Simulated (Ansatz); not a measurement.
The relaxed structure here is a generated cell of ZrS2: the first start was made by placing the elements on the sites of a structure type, and the end was not matched to a known phase here, so it may be hypothetical. Known forms of ZrS2 include space group No. 164.

A structure of ZrS2 relaxed with PBEsol (plane waves to 420 eV, PAW, scalar-relativistic; Ansatz, a first-principles code); single points at other levels follow on the same geometry (Ansatz, PAW; HSE06 at 420 eV on a 6×6×4 k-mesh; no spin-orbit coupling). Space group P4₂/nmc (No. 137).

ZrS$_{2}$ has the tetragonal space group P4₂/nmc, origin choice 1 (No. 137), Pearson symbol tP6. Lattice parameters: a = b = 4.368 Å, c = 6.295 Å, α = β = γ = 90.00°. Zr on 2a sees 4 S at 2.537 Å and 4 S at 2.866 Å. S on 4d has 2 Zr at 2.537 Å and 2 Zr at 2.866 Å (tetrahedral). (Neighbours: up to the widest gap in distance over summed covalent radii, below 1.35, at either atom; cation-cation and far metal-metal contacts left out.)

```
level   gap (eV)      kind  conduction minimum
------  --------  --------  ------------------
PBEsol      0.70  indirect                   Γ
HSE06        [?]         –                 [?]
```

Problem. What belongs in the gaps?

Solution. 
- HSE06, gap (eV): 1.53
- HSE06, conduction minimum: Γ

HSE06 gaps come from a coarse mesh plus a few chosen points, so they may be too large. No spin polarisation in the result.

The run could not lose the symmetry of its start, so the end can be a saddle point.

It was reached from a disturbed copy of a Fm-3m (No. 225) cell (fluorite type), against which it lies -0.06 eV/atom.
